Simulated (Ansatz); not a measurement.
Structure relaxation, Si2Ni

The start is a generated cell, Si2Ni built in the AFLOW prototype AB2_oP6_58_a_g (C18, as in FeS2). The cell and all atomic positions are relaxed at zero pressure with PBE (plane waves to 420 eV, PAW, scalar-relativistic; Ansatz, an electronic-structure program). The first steps use a coarse 6×5×7 k-mesh.

Initial structure:
```
Si2Ni
1.0
    4.24354     0.00000     0.00000
    0.00000     5.17921     0.00000
    0.00000     0.00000     3.23321
Ni Si
2 4
Cartesian
  0.00000   0.00000   0.00000
  2.12177   2.58961   1.61661
  0.85041   1.96137   0.00000
  2.97218   0.62824   1.61661
  1.27137   4.55097   1.61661
  3.39314   3.21784   0.00000
```
Spin-polarised start, with parallel moments on Ni.

**Question.** What pressure does the first self-consistent step give?

**Answer.** +49 GPa (positive: the cell is compressed).

**Question.** How does the volume change?

**Answer.** +15.8 %, from 11.84 to 13.71 Å³/atom.

**Question.** How do the shortest distances between atoms change?

**Answer.** The closest pairs of elements (up to four, under 3.6 Å), start → end: Si–Si 2.11 → 2.40 Å; Ni–Si 2.14 → 2.32 Å; Ni–Ni 3.23 → 2.63 Å.

**Question.** Is the relaxed structure metallic? Give its gap.

**Answer.** Zero (metallic).

**Question.** What magnetic moments remain?

**Answer.** Zero (the starting moments vanished).

**Question.** Write out the relaxed structure.

**Answer.** 
```cif
data_Ni2Si4
_chemical_formula_sum 'Ni2 Si4'
_space_group_name_H-M_alt 'Pnnm'
_space_group_IT_number 58
_space_group_name_Hall '-P 2 2n'
_cell_length_a 5.56364
_cell_length_b 5.62155
_cell_length_c 2.63098
_cell_angle_alpha 90.000
_cell_angle_beta 90.000
_cell_angle_gamma 90.000
loop_
_space_group_symop_operation_xyz
  'x, y, z'
  '-x, -y, -z'
  '-x, -y, z'
  'x, y, -z'
  'x+1/2, -y+1/2, -z+1/2'
  '-x+1/2, y+1/2, z+1/2'
  '-x+1/2, y+1/2, -z+1/2'
  'x+1/2, -y+1/2, z+1/2'
loop_
_atom_site_label
_atom_site_type_symbol
_atom_site_symmetry_multiplicity
_atom_site_Wyckoff_symbol
_atom_site_fract_x
_atom_site_fract_y
_atom_site_fract_z
_atom_site_occupancy
Ni1 Ni 2 a 0.00000 0.00000 0.00000 1
Si1 Si 4 g 0.17796 0.62070 0.00000 1
```

The space group stays Pnnm (No. 58) (the run could not lower it), with 6 atoms in the primitive cell. Final values are on a 9×8×18 k-mesh of the relaxed cell. No spin polarisation in the result: the starting moments vanished. A magnetic state may lie lower.

The run could not lose the symmetry of its start; a randomly shaken copy of 12 atoms returns to this structure.

The relaxed structure here is a generated cell of Si2Ni: the first start was made by placing the elements on the sites of a structure type, and the end was not matched to a known phase here, so it may be hypothetical. Known forms of Si2Ni include space group No. 225.
